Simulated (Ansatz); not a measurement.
Relax this structure to zero stress and force, keeping its symmetry:

```xyz
5
Lattice="3.1000 -3.1400 0.0000 3.1000 3.1400 0.0000 0.0000 0.0000 4.4050" Properties=species:S:1:pos:R:3 pbc="T T T"
K     0.0000    0.0000    2.2025
Hg    3.1000    0.0000    0.0000
F     3.1000    0.0000    2.2025
F     1.5500   -1.5700    0.0000
F     1.5500    1.5700    0.0000
```

Method: DFT r2SCAN, scalar-relativistic, plane waves, PAW (Ansatz).

Cutoff 500 eV; k points 6×6×6 on the computed 5-atom cell (Γ-centred); Gaussian smearing, width 0.02 eV; no spin polarisation.

What does it relax to?

The volume goes up by 1.30 Å³/atom to 18.45 Å³/atom, and the energy falls by 19.8 meV/atom. Final structure:
```cif
data_structure
_symmetry_space_group_name_H-M 'Pm-3m'
_symmetry_Int_Tables_number 221
_cell_length_a 4.5186
_cell_length_b 4.5186
_cell_length_c 4.5186
_cell_angle_alpha 90.000
_cell_angle_beta 90.000
_cell_angle_gamma 90.000
_cell_volume 92.26
loop_
_atom_site_label
_atom_site_type_symbol
_atom_site_symmetry_multiplicity
_atom_site_Wyckoff_symbol
_atom_site_fract_x
_atom_site_fract_y
_atom_site_fract_z
_atom_site_occupancy
K1 K 1 a 0.00000 0.00000 0.00000 1
Hg1 Hg 1 b 0.50000 0.50000 0.50000 1
F1 F 3 c 0.50000 0.50000 0.00000 1
```

Course of the relaxation (steps run on the plane waves of an earlier cell, and the basis is chosen afresh near the end, so energy and pressure can step there; trial steps that raised the energy were taken back; energies are free energies):

```tsv
step	E − E_final (meV/atom)	P (GPa)	V (Å³/atom)
1	19.8	5.25	17.15
2	0.7	0.04	18.44
3	0.7	0.00	18.45
4	0.7	-0.02	18.46
5	0.0	-0.05	18.46
6	0.0	-0.01	18.45
7	0.0	-0.01	18.45
```

Spin–orbit coupling is left out, which can shift energies with elements as heavy as these.

Symmetry holds off the tilts and polar distortions that many cubic perovskites undergo.

Cost: 1 run of about 0.97 core-minutes, on Intel Xeon 6975P-C (Granite Rapids) (shared hosts).